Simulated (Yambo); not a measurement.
Yambo input for CsCaBr3 (cubic perovskite, space group Pm-3m, No. 221) (a = b = c = 5.7087 Å, α = β = γ = 90.00°), on PBEsol (Quantum ESPRESSO, PseudoDojo norm-conserving, 68 Ry, without SOC) wavefunctions on a 4×4×4 mesh:

```
optics
chi
dipoles
kernel
FFTGvecs= 40 Ry
Chimod= "HARTREE"
NGsBlkXd= 3 Ry
% QpntsRXd
 1 | 1 |
%
% BndsRnXd
 1 | 128 |
%
GrFnTpXd= "R"
% EnRngeXd
 0.0 | 20.0 | eV
%
% DmRngeXd
 0.2 | 0.2 | eV
%
CGrdSpXd= 50
ETStpsXd= 161
% LongDrXd
 1.0 | 0.0 | 0.0 |
%
```

First lines of the file o-*.eps_q1_inv_rpa_dyson:

```
Absorption @ Q(1):   1.00000000     0.00000000     0.00000000    [q->0 direction]
#
# [ X ] Hartree size     :  123
# [GEN] GF Energies     : Perdew, Burke & Ernzerhof SOL(X)+Perdew, Burke & Ernzerhof SOL(C)
# [GEN] Green`s Function     : Retarded
#
# [GEN] Gauge     : Length
# [GEN] [r,Vnl] included     : yes
#
#    E[1] [eV]     Im(eps)     Re(eps)     Im(eps_o)     Re(eps_o)
#
     0.000000     -0.28450E-09     2.896810     0.11946E-17     3.410486
     0.125000     0.001552     2.897292     0.002030     3.411118
     0.250000     0.003110     2.898743     0.004069     3.413016
     0.375000     0.004683     2.901169     0.006126     3.416189
     0.500000     0.006276     2.904579     0.008211     3.420651
     0.625000     0.007897     2.908989     0.010332     3.426421
     0.750000     0.009554     2.914419     0.012499     3.433525
     0.875000     0.011255     2.920894     0.014725     3.441995
     1.000000     0.013008     2.928442     0.017020     3.451871
     1.125000     0.014824     2.937100     0.019396     3.463199
     1.250000     0.016713     2.946910     0.021868     3.476034
     1.375000     0.018687     2.957919     0.024451     3.490439
     1.500000     0.020758     2.970184     0.027162     3.506488
     1.625000     0.022941     2.983770     0.030020     3.524265
     1.750000     0.025253     2.998749     0.033046     3.543866
     1.875000     0.027713     3.015208     0.036267     3.565405
     2.000000     0.030344     3.033244     0.039710     3.589007
     2.125000     0.033170     3.052969     0.043411     3.614821
     2.250000     0.036223     3.074511     0.047408     3.643014
     2.375000     0.039539     3.098020     0.051748     3.673783
     2.500000     0.043161     3.123669     0.056489     3.707352
     2.625000     0.047142     3.151659     0.061699     3.743987
     2.750000     0.051547     3.182228     0.067462     3.783995
     2.875000     0.056457     3.215653     0.073883     3.827742
     3.000000     0.061975     3.252268     0.081094     3.875660
     3.125000     0.068234     3.292474     0.089264     3.928270
     3.250000     0.075410     3.336757     0.098617     3.986204
     3.375000     0.083740     3.385718     0.109450     4.050237
     3.500000     0.093558     3.440110     0.122178     4.121337
     3.625000     0.105351     3.500893     0.137397     4.200733
     3.750000     0.119866     3.569315     0.156003     4.290011
     3.875000     0.138331     3.647028     0.179439     4.391255
     4.000000     0.162931     3.736223     0.210206     4.507222
```
(The file goes on to the top of the energy range.) Convergence of the RPA response with its 4×4×4 mesh was not tested.

Geometry of the Materials Project entry, not relaxed at this level.

The structure is a Materials Project entry; no match was found in the copy of COD used, and its stability was not checked.
